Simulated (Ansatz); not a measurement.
## What DFT gives for YbVCo4

```xyz
6
Lattice="0.0000 3.2901 3.2901 3.2901 0.0000 3.2901 3.2901 3.2901 0.0000" Properties=species:S:1:pos:R:3 pbc="T T T"
Co    2.4618    2.4618    2.4618
Co    2.4618    4.1183    4.1183
Co    4.1183    4.1183    2.4618
Co    4.1183    2.4618    4.1183
V     0.0000    0.0000    0.0000
Yb    4.9351    4.9351    4.9351
```

Level: r2SCAN, no spin polarisation; 500 eV; 6×6×6 Γ-centred mesh; fermi-dirac occupations (width 0.1 eV); Ansatz 0.2.0, fixed geometry.

Where is the largest force?

The largest is on Co2 (and as large on other atoms): 0.18 eV/Å, components (0.11, -0.11, -0.11). It makes 145° with the line to a nearest neighbour, Co1 at 2.31 Å, pointing away from it.

Which element gives electrons and which takes them?

Bader charges in e: Yb +1.20, V +1.01, Co -0.55. In the mean Yb gives up most and Co takes most.

Metal or insulator?

It is a metal, with about 7 states/eV a cell as the mean within 0.25 eV of the Fermi level, mostly Co d (67 %) and V d (14 %).

What do density and ELF say about some of the short contacts?

Co–Co at 2.31 Å: least valence density 0.47 e/Å³ and ELF 0.27 there. V–Co at 2.73 Å: least valence density 0.27 e/Å³ and ELF 0.32 there. Yb–Co at 2.73 Å: least valence density 0.25 e/Å³ and ELF 0.14 there. Both are smooth PAW fields, read partly inside the augmentation spheres.

What does the stress say?

The pressure is 12.4 GPa (compression positive), so with the atoms held at these fractions the cell would first expand.

Origin: a known structure type with other elements, at an estimated volume, so it need not be a known compound. Caveats: no spin polarisation, so a magnetic state may lie lower; f levels without a U or exact exchange are poorly placed.
